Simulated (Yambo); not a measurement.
## How GW settings move the gap: BaAlSiH

G0W0@PBEsol for BaAlSiH (space group P3m1, No. 156) in Yambo. Reference settings: 3×3×2 Γ-centred k mesh, 302 bands and a 8 Ry block in the screening, 302 bands in G with the Bruneval-Gonze terminator, plasmon pole fitted at 27.2 eV. The PBEsol gap A → K on this mesh is 1.03 eV; G0W0 gaps are taken between the same points.

| change from the reference | G0W0 gap A → K (eV) | shift of the valence edge (eV) | rough Yambo cost |
|---|---|---|---|
| reference settings | 1.48 | -0.52 | 1 |
| 102 bands in W, 102 bands in G | 1.45 | -0.22 | about 1/3 |
| 188 bands in W, 188 bands in G | 1.47 | -0.43 | within a factor of two |
| 102 bands in G | 1.47 | -0.44 | – |
| 188 bands in G | 1.47 | -0.51 | – |
| 130 bands in W | 1.46 | -0.36 | within a factor of two |
| 1 Ry block | 1.32 | -0.06 | within a factor of two |
| 3 Ry block | 1.35 | -0.30 | within a factor of two |
| 7 Ry block | 1.46 | -0.49 | within a factor of two |
| pole fitted at 10 eV | 1.44 | -0.34 | – |
| no random integration | 1.46 | -0.33 | – |
| 102 bands in G, no terminator | 1.43 | -0.09 | – |
| 188 bands in G, no terminator | 1.46 | -0.36 | – |
| no terminator | 1.47 | -0.46 | – |

The reference isn't shown to be the converged limit. Costs are rough (shared machines), scaled to the same edge states, and given only for runs that recompute the screening. In the run with 302 bands and a 8 Ry block, which covers more k points, the smallest G0W0 gap is 1.44 eV, A → (0, 0.333, 0). The mesh misses a band edge: along a dense path the PBEsol gap is 0.61 eV against 1.03 eV on the mesh.

Geometry relaxed with PBEsol; primitive cell a = 4.2991 Å, b = 4.2991 Å, c = 5.0620 Å, α = 90.00°, β = 90.00°, γ = 120.00°.

The structure is a Materials Project entry; no match was found in the copy of COD used, and its stability was not checked.

A shift is the quasiparticle energy of the state minus its PBEsol energy.
